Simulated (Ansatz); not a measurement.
**Property card for PbS**

PbS:
```xyz
2
Lattice="0.0000 3.2716 3.2716 3.2716 0.0000 3.2716 3.2716 3.2716 0.0000" Properties=species:S:1:pos:R:3 pbc="T T T"
S      1.6358     1.6358     1.6358
Pb     0.0000     0.0000     0.0000
```

Space group F-43m (No. 216), zinc blende; conventional cell a = 6.5432 Å, b = 6.5432 Å, c = 6.5432 Å, α = 90.00°, β = 90.00°, γ = 90.00°.

Method: plane-wave PAW PBEsol (Ansatz code). The cell and atoms are relaxed at this level. Other levels are named where they apply.

Cell and energy:

Volume per atom: 35.02 Å³
Density: 5.67 g/cm³
Formation energy from the elements (no fitted shifts): -0.28 eV/atom

Electronic structure:

* **Band gap**: 0.63 eV (indirect)
* **Valence-band maximum**: at W
* **Conduction-band minimum**: at X (3 equivalent valleys)
* **Smallest direct gap on the standard path**: 1.15 eV
* **Electron effective mass**: 0.35, 0.35, 1.7 mₑ (principal values)
* **Hole effective mass**: 0.58, 0.58, 0.70 mₑ (principal values)
* **HSE06 gap on the PBEsol cell**: 1.22 eV
* **Gap with spin–orbit coupling**: 0.54 eV

Mechanics:

- Bulk modulus (Birch–Murnaghan fit): 38.9 GPa
- Pressure derivative B′: 4.1
- Elastic constants (relaxed ions, GPa): C11 = 40.5, C12 = 38.1, C44 = -7.7
- Mechanical stability: unstable (C has a negative eigenvalue)
- Piezoelectric stress constants (proper, relaxed ions, C/m²): e14 = e25 = e36 = -0.37

Dielectric response:

- Electronic dielectric constant ε∞ (DFPT) = 7.43
- Static dielectric constant ε0 (ions relaxed, cell fixed) = 11.8
- Born charges (a third of the trace) = S -2.34, Pb +2.34 e
- Largest static χ(2) component = 86 pm/V

Phonons:

Highest zone-centre frequency (without LO–TO term): 22.0 meV
Zone-centre stability: no imaginary mode at Γ
Dynamical stability on the path: unstable, down to 35i cm⁻¹

The start of the workflow was typed in or built on a structure type; neither database checked (COD, Materials Project) lists it. It is not the phase usual at ambient conditions (space group No. 225). Symmetry was held in the PBEsol relaxation. Signs of piezoelectric constants follow the polarity of the cell as given. The references are the lowest solids computed at this level, not always the standard phases. Scalar-relativistic: spin–orbit coupling is off unless named, which matters more the heavier the elements.

Potentials: the later of the program's two PAW sets.
